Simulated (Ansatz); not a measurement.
Relaxing a structure of CoSi$_{2}$

The start is a generated cell, CoSi2 built in the AFLOW prototype AB2_cP12_205_a_c (C2, as in FeS2). The structure is fully relaxed (lattice and positions, P = 0) with r2SCAN (plane waves to 500 eV, PAW, scalar-relativistic; Ansatz, an electronic-structure program). The first steps use a coarse 4×4×4 k-mesh.

Starting cell:
```
CELL_PARAMETERS angstrom
      5.21612     0.00000     0.00000
      0.00000     5.21612     0.00000
      0.00000     0.00000     5.21612
ATOMIC_POSITIONS crystal
  Co 0.00000 0.00000 0.00000
  Co 0.50000 0.50000 0.00000
  Co 0.00000 0.50000 0.50000
  Co 0.50000 0.00000 0.50000
  Si 0.38510 0.38510 0.38510
  Si 0.88510 0.11490 0.61490
  Si 0.61490 0.88510 0.11490
  Si 0.11490 0.61490 0.88510
  Si 0.61490 0.61490 0.61490
  Si 0.11490 0.88510 0.38510
  Si 0.38510 0.11490 0.88510
  Si 0.88510 0.38510 0.11490
```
Spin-polarised start, with parallel moments on Co.

Q: How large is the pressure on the unrelaxed cell, and of which sign?

A: +40 GPa (positive: the cell is compressed).

Q: What is the largest force in the starting geometry, and on which atom (counted from 1)?

A: About 3.8 eV/Å, on Si5, Si6, Si7, Si8, Si9, Si10, Si11, Si12 (atoms numbered as listed).

Q: What symmetry does the relaxed structure have?

A: The space group goes from Pa-3 (No. 205) to Fm-3m (No. 225); the end is AFLOW prototype AB2_cF12_225_a_c (C1, as in CaF2), with 3 atoms in the primitive cell.

Q: How much energy is released per atom?

A: 1.16 eV/atom.

Q: How does the volume per atom move from start to end?

A: +5.8 %, from 11.83 to 12.51 Å³/atom.

Q: How do the shortest distances between atoms change?

A: The closest pairs of elements (up to four, under 3.6 Å), start → end: Si–Si 2.08 → 2.66 Å; Co–Si 2.18 → 2.30 Å.

Q: Is the relaxed structure metallic? Give its gap.

A: No gap (metallic).

Q: What magnetic moments remain?

A: Zero (the starting moments vanished).

Q: Give the final cell and atomic positions.

A: 
Space group Fm-3m (No. 225); a = b = c = 5.315 Å, α = β = γ = 90.00°

| atom | site | symmetry | x | y | z |
|---|---|---|---|---|---|
| Co | 4a | m-3m | 0.0000 | 0.0000 | 0.0000 |
| Si | 8c | -43m | 0.2500 | 0.2500 | 0.2500 |
(The calculation used a cell of 3 atoms; values per cell refer to that cell.)

Final values are on a 12×12×12 k-mesh of the relaxed cell. No spin polarisation in the result: the starting moments vanished. The relaxed primitive cell holds an odd number of electrons. A magnetic state may lie lower.

The run could not lose the symmetry of its start.

The first start was generated by placing the elements on the sites of a structure type. A measured structure of CoSi2 has the same space group, Fm-3m (No. 225); the sites were not compared with it.
